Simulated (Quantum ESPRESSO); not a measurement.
Parts of the isotropic shielding in NaLi$_{3}$Cl$_{4}$, by GIPAW with PBE in a modified build of Quantum ESPRESSO, on JTH PAW datasets, 30 Ha, k-mesh 3×3×3 shifted:

```yaml
crystal:
  lattice:
    - [5.32455, 0.00000, 0.00000]
    - [0.00000, 5.32455, 0.00000]
    - [0.00000, 0.00000, 5.32455]
  atoms:
    - { symbol: Na, position: [0.00000, 0.00000, 0.00000] }
    - { symbol: Cl, position: [0.50000, 0.00000, 0.00000] }
    - { symbol: Li, position: [0.00000, 0.50000, 0.50000] }
    - { symbol: Cl, position: [0.50000, 0.50000, 0.50000] }
    - { symbol: Li, position: [0.50000, 0.00000, 0.50000] }
    - { symbol: Cl, position: [0.00000, 0.00000, 0.50000] }
    - { symbol: Li, position: [0.50000, 0.50000, 0.00000] }
    - { symbol: Cl, position: [0.00000, 0.50000, 0.00000] }
```
The cell was made here from a computed Materials Project entry: one of 4 Li replaced by Na, cell and atoms relaxed (PBE without dispersion, pw.x of Quantum ESPRESSO, symmetry kept). The parent is LiCl in Fm-3m. The swapped cell is a model, not a known phase. Stability against distortions was not tested.

The core term is that of the free atom's frozen core; the paramagnetic column sums the reconstruction terms. σ is an absolute shielding without the bulk-susceptibility term: within one crystal shift differences are minus those of σ, between compounds the missing term differs by several ppm. By our sweeps, such settings leave a few ppm in absolute σ. No d partial waves on Na, Cl: the paramagnetic term there is incompletely reconstructed.

| site | core | bare (smooth current) | diamagnetic correction | paramagnetic corrections | σ_iso (ppm) |
|---|---|---|---|---|---|
| Na (atom 1) | 377.3 | 80.3 | 154.9 | [?] | [?] |
| Cl1 (atoms 2, 6, 8) | 1050.8 | 86.5 | -12.0 | [?] | [?] |
| Li (atoms 3, 5, 7) | 0.0 | 13.5 | 69.2 | [?] | [?] |
| Cl2 (atom 4) | 1050.8 | 86.0 | -12.1 | [?] | [?] |

Problem. What belongs in the gaps?

Solution. 
- Na (atom 1), paramagnetic corrections: -91.2
- Na (atom 1), σ_iso (ppm): 521.3
- Cl1 (atoms 2, 6, 8), paramagnetic corrections: -196.4
- Cl1 (atoms 2, 6, 8), σ_iso (ppm): 928.9
- Li (atoms 3, 5, 7), paramagnetic corrections: -1.2
- Li (atoms 3, 5, 7), σ_iso (ppm): 81.5
- Cl2 (atom 4), paramagnetic corrections: -199.1
- Cl2 (atom 4), σ_iso (ppm): 925.7
